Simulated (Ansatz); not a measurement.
Sn, DFT, PBEsol, all-electron PAW with datasets made for the crystal, scalar-relativistic (Ansatz 0.2.0), run on 1 thread of Arm Neoverse V1 on a shared host.

The cell comes from COD entry 1540069, which wasn't checked; take it as a given geometry. The listed cell was then made from it by scaling, straining or moving an atom.

Command: `ansatz run input.yaml --threads 1 --pin off --max-ram 3072MiB --backend cpu --events-out ev --progress --plain --runs-dir out`

```yaml
crystal:
  lattice:
    - [-1.59075, 1.59075, 2.8281805]
    - [1.59075, -1.59075, 2.8281805]
    - [1.59075, 1.59075, -2.8281805]
  atoms:
    - { symbol: Sn, position: [0.0, 0.0, 0.0] }
kpoints:
  mp_grid: { grid: [18, 18, 18] }
scf:
  occupations: { method: fermi_dirac, width: 0.03 }
hamiltonian:
  xc: pbesol
  pseudopotentials: { kind: all_electron, datasets: crystal }
output:
  forces: true
  stress: true
  eigenvalues: true
  efg: { contact_densities: true }
```

(1) How large is the problem that the program sets up?

(2) About how long does it take, and how much memory does it use?

(3) And the same cell and mesh by PAW with the default files, asked for forces, stress, eigenvalues, efg, write_density, write_potential, elf, on the same hardware?

Answers

(1) 480 irreducible k-points, 247 plane waves at Γ, 11 bands.

(2) 24 s of wall time for 8 SCF iterations, with a peak of 0.54 GiB. Times on shared machines scatter by tens of per cent.

(3) 13 s, peak memory 0.45 GiB.
